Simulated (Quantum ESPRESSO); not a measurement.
# ScHf3In2Mo2: one composition in several site orders

Computed values, not a measurement. The program is pw.x of Quantum ESPRESSO 7.5 (plane-wave density functional theory). The cell is made up: eight metal atoms on a face-centred cubic lattice, with elements, volume, strain and displacements drawn at random and not relaxed, so it may be unstable or far from any real phase. PseudoDojo standard norm-conserving files set the functional (PBE unless stated); there is no spin polarisation or spin-orbit coupling, the Fermi-Dirac width of 0.25 eV means electrons at about 2900 K, and the masses in the input are unused placeholders. Heavy elements are run without spin-orbit coupling, which real alloys of them have. A spin test at this wide smearing found no moment, but such smearing suppresses magnetism that the real alloy may have.

The runs put one composition on the sites in different orders. Cell, positions, cutoff, mesh and smearing stay as in the input of run 1; sites are counted in its order. Stress in the tables is positive in tension.

Input of run 1:

```
&control calculation='scf', pseudo_dir='./dojo.nc.sr.pbe.v0_5.standard.upf', outdir='./o', disk_io='minimal', tprnfor=.true., tstress=.true. /
&system ibrav=0, nat=8, ntyp=4, nbnd=67, ecutwfc=79.96652505, nosym=.true., tot_charge=0,
 occupations='smearing', smearing='fd', degauss=0.0183746611
/
&electrons conv_thr=1.470e-08, electron_maxstep=70, mixing_beta=0.5 /
ATOMIC_SPECIES
Hf 1.0 Hf.upf
In 1.0 In.upf
Mo 1.0 Mo.upf
Sc 1.0 Sc.upf
CELL_PARAMETERS angstrom
0.0 -2.1811 -2.1811
-6.5433 -2.1811 0.0
-2.1811 4.3622 -6.5433
ATOMIC_POSITIONS angstrom
Sc 0.0123 -0.0685 -0.0575
Hf -2.0969 2.2559 -4.4073
Hf -2.2098 -0.0259 -2.1812
In -4.4046 2.2116 -6.5602
Mo -4.39 -0.016 -4.375
Mo -4.3623 -2.1335 -2.2178
Hf -6.524 0.0128 -6.5244
In -6.5326 -2.2462 -4.4022
K_POINTS automatic
8 4 3 1 1 1
```

```
run  elements on sites 1 to 8  free energy less that of run 1 (eV)  -TS (eV)  pressure (GPa)  stress xx (GPa)  stress yy (GPa)  stress zz (GPa)  stress yz (GPa)  stress xz (GPa)  stress xy (GPa)  iterations
  1   Sc Hf Hf In Mo Mo Hf In                                0.000    -1.820           -1.44             1.60             1.38             1.33            -0.25            -0.48             0.20          19
  2   Sc Hf Mo Hf In Hf Mo In                                0.139    -1.797           -0.37             0.37             0.62             0.11            -1.68            -0.59             0.65          19
  3   Sc Hf Mo Hf In Mo In Hf                                0.118    -1.838           -0.83             1.43             0.68             0.39            -1.01             0.19            -0.10          19
  4   Mo In Hf Mo In Sc Hf Hf                                0.424    -1.915           -0.53             1.12             0.35             0.11            -1.05             0.61            -0.46          19
  5   Sc Hf Mo Hf In In Mo Hf                               -0.227    -1.704           -1.18             0.47             1.56             1.50            -0.36            -1.29             1.61          17
  6   In Sc Mo In Hf Hf Hf Mo                                0.222    -1.932           -0.40             2.28            -0.28            -0.81            -0.60             1.05            -0.73          19
```

Forces Fx Fy Fz (eV/Å):

```
site             run 1             run 2             run 3             run 4              run 5             run 6
   1   0.31 0.57 -0.19    0.07 0.34 0.02   0.18 0.80 -0.49   -0.55 0.06 0.03    0.33 0.51 -0.22  -0.34 0.87 -0.55
   2  -1.07 -0.80 0.77   0.22 -0.35 0.25  -0.88 -0.89 0.80  -0.93 0.10 -0.23   -0.12 -0.35 0.26  -0.15 -1.02 0.96
   3  -1.45 0.40 -0.60  -0.14 -0.22 0.08  -0.24 -0.19 0.10   1.06 -0.52 0.40    0.37 0.25 -0.28   0.43 0.48 -0.53
   4  -0.10 -0.11 0.00  -0.54 -0.15 0.05  -0.67 0.65 -0.72   0.60 0.28 -0.23  -0.81 -0.02 -0.08   0.05 -0.07 0.06
   5  -0.06 -0.21 0.26   0.66 0.48 -0.44   1.22 -0.26 0.23   0.16 0.23 -0.24    0.49 0.49 -0.51   0.31 -0.47 0.59
   6   0.30 0.02 -0.20   0.65 -0.31 0.01   0.65 0.20 -0.31  -0.08 -1.09 0.81    0.40 -0.48 0.19  -0.03 0.55 -0.69
   7  1.33 -0.01 -0.20   0.00 0.23 -0.36  -0.22 0.46 -0.64   0.23 1.13 -1.19    0.18 -0.47 0.41   0.33 -0.28 0.10
   8    0.74 0.15 0.15  -0.92 -0.02 0.39  -0.03 -0.77 1.03  -0.49 -0.19 0.64    -0.84 0.08 0.22  -0.59 -0.06 0.06
```

The sites are displaced and not relaxed, so the energy differences hold strain from misfit and are not ordering energies. A rerun of one cell of this series at a higher cutoff and on a denser mesh moved values by no more than 0.004 eV in energy, 0.02 GPa in stress and 0.003 eV/Å in force, and a second program with other atomic files agreed on that cell to 2 % rms in force and 0.5 GPa in pressure.